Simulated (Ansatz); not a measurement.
Given:

PtS₂ (CdI2 type)

```
PtS2
1.0
    3.55932     0.00000     0.00000
   -1.77966     3.08246     0.00000
    0.00000     0.00000     4.38465
Pt S
1 2
Direct
  0.00000   0.00000   0.00000
  0.66667   0.33333   0.27120
  0.33333   0.66667   0.72880
```

In each cell atom 2 (S, nearest neighbour Pt at 2.374 Å; its periodic images, 3.6 Å or more away, move with it) moves by s·(-0.750, -0.433, -0.501) (towards the nearest neighbour), the rest being held.

All values below come from PBEsol-D3(BJ) (plane waves to 420 eV, PAW, scalar-relativistic; Ansatz, an electronic-structure program). k mesh 12×12×9 (Γ-centred), Fermi-Dirac smearing 0.05 eV. The energy includes the smearing's −TS. With partly filled bands, energies and forces of such displacements shift with the k mesh and the smearing. PtS2 is run without spin polarisation. PtS2 was relaxed with its symmetry unable to fall. Spin-orbit coupling is left out, though Pt is heavy. The PAW data are Ansatz's earlier set. ΔE is measured from the undisplaced structure.

The scan covers s from -0.240 to 0.240 Å in 11 points.

Is this a single well or a double well?

A single well with its minimum at or next to zero displacement.

Is the energy the same for displacements of ±0.240 Å, and if not, which side lies higher?

Not even: the positive side lies higher at ±0.240 Å. With its periodic images moving along, the atom's site symmetry in this cell is 3m..

What force acts on the atom along the line at s = -0.240 Å?

1.33 eV/Å.

What is the energy change at s = 0.240 Å?

408 meV/cell.

What is the force constant k = d²E/ds² of this move at s = 0?

10.3 eV/Å².

(A displaced cell: forces are minus the slopes of the energy, force constants its curvatures, and phonons follow from these.)
